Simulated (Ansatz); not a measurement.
MgAu4Se4Cl4O12: field gradients at two levels of theory

Cell: a Materials Project structure (computed, not necessarily an observed phase), taken as it stands.

```
Mg Se Au Cl O
1.0
     4.91367    0.00000    0.00000
    -0.06592   10.24228    0.00000
    -0.70967   -2.23680   10.97576
Mg Se Au Cl O
1 4 4 4 12
Cartesian
  1.6664 5.6904 9.2125
  1.0122 0.8741 3.0614
  3.4077 0.4852 9.8998
  0.6382 6.9640 1.1219
  3.8711 7.2310 7.7343
  4.7332 3.8127 1.9304
  -0.0312 9.9819 0.0675
  3.9225 3.9619 9.0391
  4.4410 -0.8329 5.4837
  2.2078 4.0108 7.5016
  1.2879 4.5753 3.5310
  3.1609 7.5843 4.7261
  0.7514 1.0068 6.1361
  1.4025 0.1478 1.5211
  0.5527 4.5736 10.4423
  4.5895 1.9491 2.7151
  4.3001 8.1470 0.8463
  4.4102 5.6636 1.1337
  -0.2055 -0.6944 10.3261
  3.4411 3.1321 0.5050
  0.5588 6.9453 8.1639
  -0.0262 -0.4538 3.5567
  -0.3780 1.6591 9.5327
  3.0411 7.2614 9.3714
  3.9438 -1.2849 7.4159
```

Sites (sets of like atoms) are named by element and the number of their first atom in this list.

First run. All values are calculated (Ansatz; DFT, PBE, plane waves and PAW, scalar-relativistic, 420 eV cutoff, Γ-centred 6×3×3 k-points, Fermi–Dirac smearing 0.05 eV), not measured.

| site | atom | V_zz (10²¹ V/m²) | η |
| --- | --- | --- | --- |
| Mg | 1 | 1.56 | 0.81 |
| Se2 | 2 | -29.5 | 0.18 |
| Se3 | 3 | -32.5 | 0.29 |
| Se4 | 4 | -30.2 | 0.23 |
| Se5 | 5 | -30.9 | 0.42 |
| Au6 | 6 | 13.09 | 0.36 |
| Au7 | 7 | 5.75 | 0.41 |
| Au8 | 8 | 23.7 | 0.32 |
| Au9 | 9 | 11.82 | 0.67 |
| Cl10 | 10 | 19.56 | 0.45 |
| Cl13 | 13 | 29.1 | 0.11 |
| O15 | 15 | 12.41 | 0.71 |
| O16 | 16 | 14.71 | 0.99 |
| O23 | 23 | 14.10 | 0.47 |

Second run. The same atoms and settings, except that the functional is r2SCAN and the cutoff is 500 eV.

Q: Given the first result, estimate the second.

A: 

| site | atom | V_zz | η | change of V_zz |
| --- | --- | --- | --- | --- |
| Mg | 1 | 1.51 | 0.88 | -0.05 |
| Se2 | 2 | -31.6 | 0.17 | -2.08 |
| Se3 | 3 | -34.8 | 0.29 | -2.32 |
| Se4 | 4 | -32.3 | 0.24 | -2.09 |
| Se5 | 5 | -33.3 | 0.41 | -2.34 |
| Au6 | 6 | 9.72 | 0.49 | -3.37 |
| Au7 | 7 | 7.79 | 0.73 | +2.04 |
| Au8 | 8 | 28.6 | 0.53 | +4.93 |
| Au9 | 9 | 8.63 | 0.42 | -3.19 |
| Cl10 | 10 | 18.93 | 0.44 | -0.63 |
| Cl13 | 13 | 28.6 | 0.08 | -0.49 |
| O15 | 15 | 13.14 | 0.64 | +0.73 |
| O16 | 16 | 15.24 | 0.99 | +0.53 |
| O23 | 23 | 14.92 | 0.42 | +0.82 |

The largest change of V_zz is on Au8, from 23.7 to 28.6. In per cent, |V_zz| changes by -3 on Mg, +7 to +8 on Se, -27 to +35 on Au, -3 to -2 on Cl, +4 to +6 on O (all sites that start above 0.5). Where |V_zz| stays above 0.1 and the axes keep their order, η moves most on Au7, from 0.41 to 0.73. On Au6 V_xx and V_yy change places (or their axes turn by over 50°), so the two values of η hide a larger change. The table leaves out 11 of the 25 sites, with |V_zz| up to 28.94; their tensors move by 0.88 at most along any direction. The statements above cover all sites.

For the first run: The largest force is 0.3 eV/Å, so the atoms aren't at the calculated equilibrium and relaxing them would move these values. Spin–orbit coupling is left out, which shifts gradients on Au by a few per cent in wide-gap crystals, and can shift them far more where the calculated gap is small or absent, as here.
For the second run: The largest force is 1.1 eV/Å, so the atoms aren't at the calculated equilibrium and relaxing them would move these values. Spin–orbit coupling is left out, which shifts gradients on Au by a few per cent, and by more where contributions nearly cancel. With these PAW files V_zz is typically within 2 to 3 % of all-electron values, but misses above 10 % occur on Au.
